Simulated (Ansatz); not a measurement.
Values for one crystal, relaxed and computed with PBEsol (plane waves, PAW; program Ansatz); other levels are named.

- Volume per atom = 17.65 Å³
- Electronic character = metallic (no gap)
- Pressure derivative B′ = 3.1
- Gap with spin–orbit coupling = none (metallic)
- Bulk modulus (Birch–Murnaghan fit) = 172 GPa
- Zone-centre stability = no imaginary mode at Γ
- Formation energy from the elements (no fitted shifts) = -0.79 eV/atom

### Question
Which of these materials gives this?
A. AlNi, Cmcm (Al on 4c, Ni on 4c)
B. ZnRh, CsCl type
C. ZrRh, Cmcm (Zr on 4c, Zr on 4c, Rh on 4c, Rh on 4c)
D. MoRh, Pmma (Mo on 2e, Rh on 2f)

### Answer
C, ZrRh, Cmcm (Zr on 4c, Zr on 4c, Rh on 4c, Rh on 4c)

The workflow started from a Materials Project entry (that database holds measured and hypothetical structures alike); the Crystallography Open Database copy checked does not list it. COD files the formula under space group No. 62, 221. Whether it is the stable phase at ambient conditions was not checked. Symmetry was held in the PBEsol relaxation. No spin polarisation was allowed. The references are the lowest solids computed at this level, not always the standard phases. Spin–orbit coupling is left out wherever it is not named.

Potentials: the later of the program's two PAW sets.
